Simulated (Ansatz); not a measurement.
Ansatz input file:

```yaml
crystal:
  lattice:
    - [6.2246752578, 0.0, 0.0]
    - [0.0, 6.2246752578, 0.0]
    - [0.0, 0.0, 6.2246752578]
  atoms:
    - { symbol: Al, position: [0.4398103927, 0.9398103927, 0.5601896073] }
    - { symbol: Al, position: [0.9398103927, 0.5601896073, 0.4398103927] }
    - { symbol: Al, position: [0.5601896073, 0.4398103927, 0.9398103927] }
    - { symbol: Al, position: [0.0601896073, 0.0601896073, 0.0601896073] }
    - { symbol: Cu, position: [0.8087586162, 0.3087586162, 0.1912413838] }
    - { symbol: Cu, position: [0.3087586162, 0.1912413838, 0.8087586162] }
    - { symbol: Cu, position: [0.1912413838, 0.8087586162, 0.3087586162] }
    - { symbol: Cu, position: [0.6912413838, 0.6912413838, 0.6912413838] }
    - { symbol: Cu, position: [0.0472190257, 0.8753537097, 0.7008432651] }
    - { symbol: Cu, position: [0.2991567349, 0.5472190257, 0.6246462903] }
    - { symbol: Cu, position: [0.3753537097, 0.7991567349, 0.9527809743] }
    - { symbol: Cu, position: [0.5472190257, 0.6246462903, 0.2991567349] }
    - { symbol: Cu, position: [0.7991567349, 0.9527809743, 0.3753537097] }
    - { symbol: Cu, position: [0.8753537097, 0.7008432651, 0.0472190257] }
    - { symbol: Cu, position: [0.9527809743, 0.3753537097, 0.7991567349] }
    - { symbol: Cu, position: [0.7008432651, 0.0472190257, 0.8753537097] }
    - { symbol: Cu, position: [0.6246462903, 0.2991567349, 0.5472190257] }
    - { symbol: Cu, position: [0.4527809743, 0.1246462903, 0.2008432651] }
    - { symbol: Cu, position: [0.2008432651, 0.4527809743, 0.1246462903] }
    - { symbol: Cu, position: [0.1246462903, 0.2008432651, 0.4527809743] }
basis:
  ecutwfc: 420
kpoints:
  mp_grid: { grid: [6, 6, 6] }
  band_path:
    path:
      - [[0.0, 0.0, 0.0], [0.0, 0.5, 0.0], [0.5, 0.5, 0.0], [0.0, 0.0, 0.0], [0.5, 0.5, 0.5], [0.0, 0.5, 0.0]]
      - [[0.5, 0.5, 0.5], [0.5, 0.5, 0.0], [0.5, 0.0, 0.0]]
    npoints: 10
hamiltonian:
  xc: pbesol
scf:
  occupations: { method: gaussian, width: 0.1 }
  n_extra_bands: 50
output:
  forces: true
  stress: true
  eigenvalues: true
  populations: true
  dos: { projected: true, de: 0.02, nscf_kmesh: { grid: [9, 9, 9] } }
  bader: false
  write_density: true
  write_potential: true
  elf: true
  volumetric_format: npy
```

Launched with
```bash
ansatz run input.yaml --threads 4 --pin off --max-ram 10240MiB --backend cpu --events-out ev --progress --plain --runs-dir out
```

All numbers below come from Ansatz, DFT PBEsol, scalar-relativistic, plane waves, PAW.

Part of what the program printed, abridged:

```
scf.n_extra_bands = 50 over 158 filled bands (N_el = 316.0): the run solves 208 bands
Pseudopotentials: kind: paw
Pseudopotential: Al, paw, valence charge 3, recommended cutoff 420 eV (normal)
Pseudopotential: Cu, paw, valence charge 19, recommended cutoff 420 eV (normal)
Functional definition: PBEsol
Crystal: 20 atoms, lattice volume = 241.185 Å³
Basis set: ecut = 420 eV, 4729 PW (Γ), exchange–correlation on 90×90×90 points (8 copies of the dense FFT grid, shifted against one another)
Bands: 208, of which v1, the nominal top of the filled ones, is band 158 counted from 1 (157 counted from 0)
Symmetry: 12 space group operations
Space group: P213 (ITA 198), of the structure as read, at distance tolerance 6.2e-5 Å
k-points: 24 of 216 (time reversal used)
Initial density: superposition of atomic densities (neutral atoms: chi_scale 0, normalization atom), corrected by the library's trained network
Initial wavefunctions: pseudopotential atomic-orbital guess
Functional: x = pbesol(κ = 0.804, μ = 0.12345679), c = pbesol(β = 0.046)
SCF iter   1: F=—  HF=-107520.999729 eV  |F-HF|=—  |Δ(HF+E_count)|=         —  Δρ=1.51e-2  dr2=2.81e-1  ethr=1.77e-3  ⟨swp⟩=5.0  Hψ=18409  notcnv=0  defer=371
SCF iter   2: F=—  HF=-107520.933928 eV  |F-HF|=—  |Δ(HF+E_count)|=   6.58e-2  Δρ=1.73e-3  dr2=6.67e-3  ethr=8.90e-5  ⟨swp⟩=2.1  Hψ=7866  notcnv=0  defer=1032
SCF iter   3: F=—  HF=-107520.931365 eV  |F-HF|=—  |Δ(HF+E_count)|=   2.56e-3  Δρ=1.64e-3  dr2=5.09e-3  ethr=2.11e-6  ⟨swp⟩=3.0  Hψ=8152  notcnv=0  defer=1032
SCF iter   4: F=—  HF=-107520.929633 eV  |F-HF|=—  |Δ(HF+E_count)|=   1.73e-3  Δρ=3.34e-4  dr2=3.76e-4  ethr=1.61e-6  ⟨swp⟩=2.0  Hψ=6174  notcnv=0  defer=1032
SCF iter   5: F=—  HF=-107520.929658 eV  |F-HF|=—  |Δ(HF+E_count)|=   2.50e-5  Δρ=2.73e-4  dr2=1.34e-4  ethr=1.19e-7  ⟨swp⟩=2.0  Hψ=6107  notcnv=0  defer=1032
SCF iter   6: F=—  HF=-107520.929622 eV  |F-HF|=—  |Δ(HF+E_count)|=   3.56e-5  Δρ=8.16e-5  dr2=2.12e-5  ethr=4.25e-8  ⟨swp⟩=2.0  Hψ=7746  notcnv=0  defer=1032
SCF iter   7: F=—  HF=-107520.929500 eV  |F-HF|=—  |Δ(HF+E_count)|=   1.22e-4  Δρ=1.99e-5  dr2=1.62e-6  ethr=6.72e-9  ⟨swp⟩=2.0  Hψ=6207  notcnv=0  defer=1032
SCF iter   8: F=—  HF=-107520.929499 eV  |F-HF|=—  |Δ(HF+E_count)|=   7.82e-7  Δρ=5.12e-6  dr2=1.14e-7  ethr=5.11e-10  ⟨swp⟩=2.0  Hψ=6213  notcnv=0  defer=1032
SCF iter   9: F=-107520.929499 eV  HF=-107520.929499 eV  |F-HF|=6.18e-9  |Δ(HF+E_count)|=   2.77e-8  Δρ=1.22e-6  dr2=9.14e-9  ethr=3.16e-11  ⟨swp⟩=13.0  Hψ=36000  notcnv=0
SCF 1 converged in 9 iterations: F = -107520.929499 eV  dr2 = 9.14e-9
SCF converged after 9 iterations
Free energy (F): -107520.929499 eV
Harris-Foulkes:  -107520.929499 eV  (|F-HF|=6.18e-9)
Internal energy: -107520.904909 eV  (E = F + TS)
E sigma→0 (E₀):  -107520.917204 eV
Entropy (-TS):   -0.024590 eV (-1.230 meV/atom)
Fermi energy:    15.178837 eV
--- Per-component energies (eV) ---
  E_band       = -6153.989334
  E_kinetic    = 4907.925932
  E_local      = -72092.254289  (includes V_loc(G=0)·N_el)
  E_nonlocal   = 6293.006333
  E_hartree    = 31949.838758
  E_xc         = -1591.978289
  E_vxc        = -1975.831771  (∫ρ·V_xc dr)
  E_paw        = -27830.185455  (= ΣΔE_a)
  E_vpaw       = -7186.520140  (= ΣTr[D̂ρ^β])
  E_aug_tail   = 0.004201  (compensation charges beyond the density's cutoff)
  E_ewald      = -49160.637891
  E_core_change = 3.375791  (= ΣΔE_core)
  E_smearing   = -0.024590  (= −TS)
--- Forces (eV/Å), atoms counted from 1 ---
  atom   1  Al     0.00020895     0.00020895    -0.00020895
  atom   2  Al     0.00020895    -0.00020895     0.00020895
  atom   3  Al    -0.00020895     0.00020895     0.00020895
  atom   4  Al    -0.00020895    -0.00020895    -0.00020895
  atom   5  Cu     0.00043188     0.00043188    -0.00043188
  atom   6  Cu     0.00043188    -0.00043188     0.00043188
  atom   7  Cu    -0.00043188     0.00043188     0.00043188
  atom   8  Cu    -0.00043188    -0.00043188    -0.00043188
  atom   9  Cu    -0.00017203     0.00008832     0.00022759
  atom  10  Cu    -0.00022759    -0.00017203    -0.00008832
  atom  11  Cu     0.00008832    -0.00022759     0.00017203
  atom  12  Cu    -0.00017203    -0.00008832    -0.00022759
  atom  13  Cu    -0.00022759     0.00017203     0.00008832
  atom  14  Cu     0.00008832     0.00022759    -0.00017203
  atom  15  Cu     0.00017203     0.00008832    -0.00022759
  atom  16  Cu     0.00022759    -0.00017203     0.00008832
  atom  17  Cu    -0.00008832    -0.00022759    -0.00017203
  atom  18  Cu     0.00017203    -0.00008832     0.00022759
  atom  19  Cu     0.00022759     0.00017203    -0.00008832
  atom  20  Cu    -0.00008832     0.00022759     0.00017203
--- Stress (GPa, compression-positive) ---
        0.003569       0.000000       0.000000
        0.000000       0.003569       0.000000
        0.000000       0.000000       0.003569
  P = ⅓ Tr σ = 0.0036 GPa (0.036 kbar)
--- Band table (eV; the first three rows and the last of 24) ---
  k-point 0: bands = ["-97.7273", "-97.7272", "-97.7272", "-97.7272", "-97.1813", "-97.1774", "-97.1774", "-97.1774", "-97.1769", "-97.1769", "-97.1769", "-97.1747", "-97.1747", "-97.1747", "-97.1739", "-97.1739", "-55.2912", "-55.2912", "-55.2912", "-55.2906", "-55.2906", "-55.2906", "-55.2906", "-55.2906", "-55.1527", "-55.1523", "-55.1523", "-55.1523", "-54.7726", "-54.7726", "-54.7726", "-54.7677", "-54.7658", "-54.7658", "-54.7658", "-54.7640", "-54.7640", "-54.7547", "-54.7547", "-54.7547", "-54.7271", "-54.7271", "-54.7271", "-54.7227", "-54.7149", "-54.7149", "-54.7149", "-54.7085", "-54.7085", "-54.7061", "-54.7061", "-54.7061", "-54.6360", "-54.6328", "-54.6328", "-54.6328", "-54.6 ...
  k-point 1: bands = ["-97.7273", "-97.7272", "-97.7272", "-97.7272", "-97.1811", "-97.1781", "-97.1775", "-97.1774", "-97.1768", "-97.1768", "-97.1762", "-97.1749", "-97.1748", "-97.1744", "-97.1739", "-97.1739", "-55.2913", "-55.2912", "-55.2911", "-55.2908", "-55.2907", "-55.2907", "-55.2905", "-55.2904", "-55.1527", "-55.1524", "-55.1523", "-55.1522", "-54.7730", "-54.7725", "-54.7723", "-54.7695", "-54.7658", "-54.7654", "-54.7644", "-54.7641", "-54.7634", "-54.7551", "-54.7548", "-54.7547", "-54.7279", "-54.7270", "-54.7261", "-54.7235", "-54.7163", "-54.7146", "-54.7131", "-54.7090", "-54.7087", "-54.7066", "-54.7058", "-54.7057", "-54.6376", "-54.6362", "-54.6302", "-54.6287", "-54.6 ...
  k-point 2: bands = ["-97.7273", "-97.7272", "-97.7272", "-97.7272", "-97.1806", "-97.1790", "-97.1776", "-97.1775", "-97.1767", "-97.1764", "-97.1760", "-97.1753", "-97.1748", "-97.1741", "-97.1741", "-97.1739", "-55.2913", "-55.2911", "-55.2911", "-55.2910", "-55.2908", "-55.2907", "-55.2904", "-55.2903", "-55.1526", "-55.1525", "-55.1522", "-55.1522", "-54.7731", "-54.7724", "-54.7721", "-54.7713", "-54.7654", "-54.7649", "-54.7646", "-54.7642", "-54.7607", "-54.7563", "-54.7549", "-54.7548", "-54.7279", "-54.7267", "-54.7254", "-54.7251", "-54.7167", "-54.7147", "-54.7115", "-54.7094", "-54.7089", "-54.7073", "-54.7055", "-54.7055", "-54.6392", "-54.6385", "-54.6261", "-54.6247", "-54.6 ...
  k-point 23: bands = ["-97.7272", "-97.7272", "-97.7272", "-97.7272", "-97.1788", "-97.1788", "-97.1788", "-97.1788", "-97.1763", "-97.1763", "-97.1763", "-97.1763", "-97.1739", "-97.1739", "-97.1739", "-97.1739", "-55.2911", "-55.2911", "-55.2911", "-55.2911", "-55.2906", "-55.2906", "-55.2906", "-55.2906", "-55.1524", "-55.1524", "-55.1524", "-55.1524", "-54.7724", "-54.7724", "-54.7724", "-54.7724", "-54.7643", "-54.7643", "-54.7643", "-54.7643", "-54.7569", "-54.7569", "-54.7569", "-54.7569", "-54.7274", "-54.7274", "-54.7274", "-54.7274", "-54.7097", "-54.7097", "-54.7097", "-54.7097", "-54.7092", "-54.7092", "-54.7092", "-54.7092", "-54.6347", "-54.6347", "-54.6347", "-54.6347", "-54. ...
--- Löwdin populations: 20 sites ---
  site symbol q [e]
     0     Al      4.1361
     1     Al      4.1361
     2     Al      4.1361
     3     Al      4.1361
     4     Cu     18.5362
     5     Cu     18.5362
     6     Cu     18.5362
     7     Cu     18.5362
     8     Cu     18.5764
     9     Cu     18.5764
    10     Cu     18.5764
    11     Cu     18.5764
    12     Cu     18.5764
    13     Cu     18.5764
    14     Cu     18.5764
    15     Cu     18.5764
    16     Cu     18.5764
    17     Cu     18.5764
    18     Cu     18.5764
    19     Cu     18.5764
  spilling = 0.007577 (of n_electrons = 316.000000)
```

The run converged.

The run took 93 s on 4 threads of AMD EPYC 9R45 96-Core Processor (Zen 5), on a shared host, peak memory 3.1 GiB.